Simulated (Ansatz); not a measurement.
Zr:
```cif
data_Zr2
_chemical_formula_sum 'Zr2'
_space_group_name_H-M_alt 'P 1'
_space_group_IT_number 1
_cell_length_a 3.23193
_cell_length_b 3.23193
_cell_length_c 5.17148
_cell_angle_alpha 90.000
_cell_angle_beta 90.000
_cell_angle_gamma 120.000
loop_
_space_group_symop_operation_xyz
  'x, y, z'
loop_
_atom_site_label
_atom_site_type_symbol
_atom_site_fract_x
_atom_site_fract_y
_atom_site_fract_z
_atom_site_occupancy
Zr1 Zr 0.33333 0.66667 0.25000 1
Zr2 Zr 0.66667 0.33333 0.75000 1
```

Relaxed with plane-wave PAW PBE (Ansatz code). Indices refer to the conventional cell of P6_3/mmc, a = 3.232 Å, b = 3.232 Å, c = 5.171 Å, α = 90.00°, β = 90.00°, γ = 120.00°.

Problem. Simulate the powder diffraction pattern (Cu Kα, λ = 1.54184 Å; lines above 1 %) up to 2θ = 90°.

Solution. Simulated powder pattern, Cu Kα, λ = 1.54184 Å (kinematic, ideal powder, no thermal factors, no anomalous dispersion; the 30 strongest lines at most, above 1 %, up to 2θ = 90°):

```
2θ (°)  d (Å)  I/Imax (%)         hkl
------  -----  ----------  ----------
31.98   2.799          24  (1 0 -1 0)
34.69   2.586          26      (0002)
36.50   2.462         100  (1 0 -1 1)
47.89   1.899          15  (1 0 -1 2)
56.99   1.616          18  (1 1 -2 0)
63.37   1.468          19  (1 0 -1 3)
66.85   1.399         2.8  (2 0 -2 0)
68.47   1.370          21  (1 1 -2 2)
69.60   1.351          15  (2 0 -2 1)
73.21   1.293         2.8      (0004)
77.57   1.231         3.6  (2 0 -2 2)
82.12   1.174         3.2  (1 0 -1 4)
```

The cell was relaxed with PBE under the symmetry of its start. The run is not spin-polarised. Axis ratios of metals converge slowly with the k-mesh, so a and c are less sure than the volume.

Potentials: the earlier of the program's two PAW sets.
